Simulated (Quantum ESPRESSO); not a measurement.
## RePd3TiAg3 (input and log of a self-consistent run)

Computed values, not a measurement. The program is pw.x of Quantum ESPRESSO 7.5 (plane-wave density functional theory). The cell is made up: eight metal atoms on a face-centred cubic lattice, with elements, volume, strain and displacements drawn at random and not relaxed, so it may be unstable or far from any real phase. PseudoDojo standard norm-conserving files set the functional (PBE unless stated); there is no spin polarisation or spin-orbit coupling, the Fermi-Dirac width of 0.25 eV means electrons at about 2900 K, and the masses in the input are unused placeholders. Heavy elements are run without spin-orbit coupling, which real alloys of them have. A spin test at this wide smearing found no moment, but such smearing suppresses magnetism that the real alloy may have.

Input:

```
&control calculation='scf', pseudo_dir='./dojo.nc.sr.pbe.v0_5.standard.upf', outdir='./o', disk_io='minimal', tprnfor=.true., tstress=.true. /
&system ibrav=0, nat=8, ntyp=4, nbnd=83, ecutwfc=84.00895049, nosym=.true., tot_charge=0,
 occupations='smearing', smearing='fd', degauss=0.0183746611
/
&electrons conv_thr=1.470e-08, electron_maxstep=70, mixing_beta=0.5 /
ATOMIC_SPECIES
Ag 1.0 Ag.upf
Pd 1.0 Pd.upf
Re 1.0 Re.upf
Ti 1.0 Ti.upf
CELL_PARAMETERS angstrom
-4.0335 -0.0171 0.0714
-1.9982 -4.0451 -2.0026
-2.1409 -4.0163 6.0929
ATOMIC_POSITIONS angstrom
Re 0.0495 0.0073 0.0099
Pd -2.0722 -4.0027 2.0371
Ti -2.0811 -2.0471 0.0779
Ag -4.0572 -6.048 2.1097
Ag -4.0942 -4.0141 4.0846
Pd -4.0634 -4.0444 0.0459
Pd -4.0644 -2.0807 2.0498
Ag -6.1349 -5.9904 4.1258
K_POINTS automatic
7 5 3 1 1 1
```

The log is shortened where brackets say so; the opening notice, blank lines, dates and the lines on written files are dropped, and the path of the files is cut. It prints rydbergs, bohrs and kilobars, and counts compression as positive stress. Its total energy is the free energy E - TS of the whole cell.

```
     Program PWSCF v.7.5
     Parallel version (MPI & OpenMP), running on       4 processor cores
     Number of MPI processes:                 4
     Threads/MPI process:                     1
     [start-up lines left out]
     bravais-lattice index     =            0
     lattice parameter (alat)  =       7.6235  a.u.
     unit-cell volume          =     887.5814 (a.u.)^3
     number of atoms/cell      =            8
     number of atomic types    =            4
     number of electrons       =       138.00
     number of Kohn-Sham states=           83
     kinetic-energy cutoff     =      84.0090  Ry
     charge density cutoff     =     336.0358  Ry
     scf convergence threshold =      1.5E-08
     mixing beta               =       0.5000
     number of iterations used =            8  plain     mixing
     Exchange-correlation= PBE
                           (   1   4   3   4   0   0   0)
     [axes and pseudopotential details left out]
   Cartesian axes
     site n.     atom                  positions (alat units)
         1        Re     tau(   1) = (   0.0122702   0.0018095   0.0024540  )
         2        Pd     tau(   2) = (  -0.5136623  -0.9921996   0.5049616  )
         3        Ti     tau(   3) = (  -0.5158684  -0.5074404   0.0193101  )
         4        Ag     tau(   4) = (  -1.0057092  -1.4991938   0.5229579  )
         5        Ag     tau(   5) = (  -1.0148809  -0.9950255   1.0125012  )
         6        Pd     tau(   6) = (  -1.0072461  -1.0025363   0.0113778  )
         7        Pd     tau(   7) = (  -1.0074940  -0.5157693   0.5081097  )
         8        Ag     tau(   8) = (  -1.5207348  -1.4849158   1.0227139  )
     number of k points=    53  Fermi-Dirac smearing, width (Ry)=  0.0184
                       cart. coord. in units 2pi/alat
        k(    1) = (  -0.0705264  -0.0808650   0.0322660), wk =   0.0380952
        k(    2) = (  -0.0771324   0.0872210  -0.3006633), wk =   0.0380952
     [further k points left out]
     Dense  grid:    92331 G-vectors     FFT dimensions: (  45,  60,  90)
     Estimated max dynamical RAM per process >     384.66 MB
     Estimated total dynamical RAM >       1.44 GB
     Initial potential from superposition of free atoms
     starting charge     137.9962, renormalised to     138.0000
     Starting wfcs are   77 randomized atomic wfcs +    6 random wfcs
     total cpu time spent up to now is        5.9 secs
     per-process dynamical memory:   306.4 Mb
     Self-consistent Calculation
     iteration #  1     ecut=    84.01 Ry     beta= 0.50
     Davidson diagonalization with overlap
     ethr =  1.00E-02,  avg # of iterations =  3.0
     total cpu time spent up to now is       22.7 secs
     total energy              =   -2020.20737969 Ry
     estimated scf accuracy    <      22.86700855 Ry
     iteration #  2     ecut=    84.01 Ry     beta= 0.50
     Davidson diagonalization with overlap
     ethr =  1.00E-02,  avg # of iterations =  4.6
     total cpu time spent up to now is       43.7 secs
     total energy              =   -2022.45351481 Ry
     estimated scf accuracy    <     175.54774668 Ry
     iteration #  3     ecut=    84.01 Ry     beta= 0.50
     Davidson diagonalization with overlap
     ethr =  1.00E-02,  avg # of iterations =  5.1
     total cpu time spent up to now is       64.1 secs
     total energy              =   -2035.41429381 Ry
     estimated scf accuracy    <      18.51838711 Ry
     iteration #  4     ecut=    84.01 Ry     beta= 0.50
     Davidson diagonalization with overlap
     ethr =  1.00E-02,  avg # of iterations =  2.0
     total cpu time spent up to now is       77.7 secs
     total energy              =   -2035.83170706 Ry
     estimated scf accuracy    <       5.36728756 Ry
     iteration #  5     ecut=    84.01 Ry     beta= 0.50
     Davidson diagonalization with overlap
     ethr =  3.89E-03,  avg # of iterations =  4.3
     total cpu time spent up to now is       92.7 secs
     total energy              =   -2035.38116803 Ry
     estimated scf accuracy    <       4.64354405 Ry
     [iterations 6 to 14 left out]
     iteration # 15     ecut=    84.01 Ry     beta= 0.50
     Davidson diagonalization with overlap
     ethr =  3.23E-07,  avg # of iterations =  1.9
     total cpu time spent up to now is      238.4 secs
     total energy              =   -2035.35548245 Ry
     estimated scf accuracy    <       0.00000943 Ry
     iteration # 16     ecut=    84.01 Ry     beta= 0.50
     Davidson diagonalization with overlap
     ethr =  6.83E-09,  avg # of iterations =  3.1
     total cpu time spent up to now is      253.9 secs
     total energy              =   -2035.35548371 Ry
     estimated scf accuracy    <       0.00000703 Ry
     iteration # 17     ecut=    84.01 Ry     beta= 0.50
     Davidson diagonalization with overlap
     ethr =  5.10E-09,  avg # of iterations =  1.0
     total cpu time spent up to now is      266.1 secs
     total energy              =   -2035.35548420 Ry
     estimated scf accuracy    <       0.00000092 Ry
     iteration # 18     ecut=    84.01 Ry     beta= 0.50
     Davidson diagonalization with overlap
     ethr =  6.67E-10,  avg # of iterations =  1.4
     total cpu time spent up to now is      280.0 secs
     total energy              =   -2035.35548426 Ry
     estimated scf accuracy    <       0.00000009 Ry
     iteration # 19     ecut=    84.01 Ry     beta= 0.50
     Davidson diagonalization with overlap
     ethr =  6.48E-11,  avg # of iterations =  2.0
     total cpu time spent up to now is      294.6 secs
     End of self-consistent calculation
     [lines on levels left out]
!    total energy              =   -2035.35548427 Ry
     estimated scf accuracy    <       0.00000001 Ry
     smearing contrib. (-TS)   =      -0.10313029 Ry
     internal energy E=F+TS    =   -2035.25235398 Ry
     The total energy is F=E-TS. E is the sum of the following terms:
     one-electron contribution =    -721.02142122 Ry
     hartree contribution      =     439.48466039 Ry
     xc contribution           =    -317.79775531 Ry
     ewald contribution        =   -1435.91783783 Ry
     convergence has been achieved in  19 iterations
     Forces acting on atoms (cartesian axes, Ry/au):
     atom    1 type  3   force =    -0.00549358   -0.02504826    0.04337402
     atom    2 type  2   force =     0.00633112    0.00317138   -0.02209523
     atom    3 type  4   force =     0.01213531    0.00298421    0.02293720
     atom    4 type  1   force =    -0.00939951    0.00220580   -0.01947635
     atom    5 type  1   force =    -0.00260683    0.00391503    0.01315816
     atom    6 type  2   force =     0.00250984    0.00067212   -0.02503337
     atom    7 type  2   force =    -0.00469537    0.03181572   -0.02405579
     atom    8 type  1   force =     0.00121902   -0.01971601    0.01119135
     Total force =     0.084789     Total SCF correction =     0.000261
     Computing stress (Cartesian axis) and pressure
          total   stress  (Ry/bohr**3)                   (kbar)     P=      -28.24
  -0.00021259  -0.00002726   0.00019059          -31.27       -4.01       28.04
  -0.00002726  -0.00020628  -0.00002418           -4.01      -30.34       -3.56
   0.00019059  -0.00002418  -0.00015715           28.04       -3.56      -23.12
     init_run     :      5.44s CPU      5.68s WALL (       1 calls)
     electrons    :    282.09s CPU    288.70s WALL (       1 calls)
     forces       :      2.03s CPU      2.04s WALL (       1 calls)
     stress       :      7.54s CPU      7.54s WALL (       1 calls)
     [timing details left out]
     PWSCF        :   4m57.32s CPU   5m 4.25s WALL
     JOB DONE.
```

In other units: free energy -27692.422 eV for the cell, pressure -2.82 GPa, largest force component 1.115 eV/Å in size. The run took 306 s of wall time with four MPI processes on a shared machine (Intel Xeon, 2023 or later, virtual cores), so the time is rough. A rerun of this cell at a higher cutoff and on a denser mesh moved values by no more than 0.004 eV in energy, 0.02 GPa in stress and 0.004 eV/Å in force, and a second program with other atomic files agreed on that cell to 2 % rms in force and 0.5 GPa in pressure.